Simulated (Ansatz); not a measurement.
PbS (rock salt, Fm-3m), a = b = c = 5.974 Å, α = β = γ = 90.00°; the cell used has 2 atoms.

Relaxed with r²SCAN. Independent-particle spectrum: no excitons, no local fields, no scissors shift; 0.1 eV broadening; ε₁ of the summed bands alone.

### Question
Tabulate the dielectric function from plane-wave PAW r²SCAN (Ansatz code).

### Answer


```tsv
E (eV)	ε₁ xx	ε₂ xx
0.0	13.83	0.00
0.3	13.99	0.00
0.6	14.66	0.04
0.9	15.40	0.82
1.2	16.23	1.42
1.5	17.41	2.42
1.8	18.89	3.92
2.1	20.68	6.83
2.4	21.61	10.26
2.7	22.46	16.35
3.0	19.63	24.62
3.3	8.48	32.83
3.6	-7.46	26.28
3.9	-7.90	15.89
4.2	-5.94	12.74
4.5	-6.29	10.87
4.8	-6.26	8.05
5.1	-5.39	6.21
5.4	-4.50	4.86
5.7	-3.58	4.04
6.0	-2.97	3.61
6.3	-2.41	2.94
6.6	-1.74	2.61
6.9	-1.11	2.45
7.2	-0.45	2.60
7.5	-0.33	3.12
7.8	-1.68	3.43
8.1	-0.55	1.83
8.4	0.11	2.35
8.7	0.56	2.98
9.0	-0.80	4.06
9.3	-0.96	2.65
9.6	-0.39	2.67
9.9	-1.08	2.87
10.2	-0.88	2.29
10.5	-0.80	2.44
10.8	-0.91	2.09
11.1	-0.86	2.04
11.4	-0.90	1.89
11.7	-0.87	1.78
12.0	-0.94	1.66
```

### Question
From ε at 2.1 eV (xx: 20.68 + 6.83i), find n, k, the normal reflectivity and the absorption coefficient.

### Answer
n = 4.61, k = 0.741, R = 42 %, α = 2kE/ħc = 160000 cm⁻¹.

With all bands, ε∞ without local fields is 14.0.

Symmetry was held in the r²SCAN relaxation; of distortions, only those at the zone centre were tested. Scalar-relativistic: spin–orbit coupling is off unless named, which matters more the heavier the elements.

Potentials: the later of the program's two PAW sets.
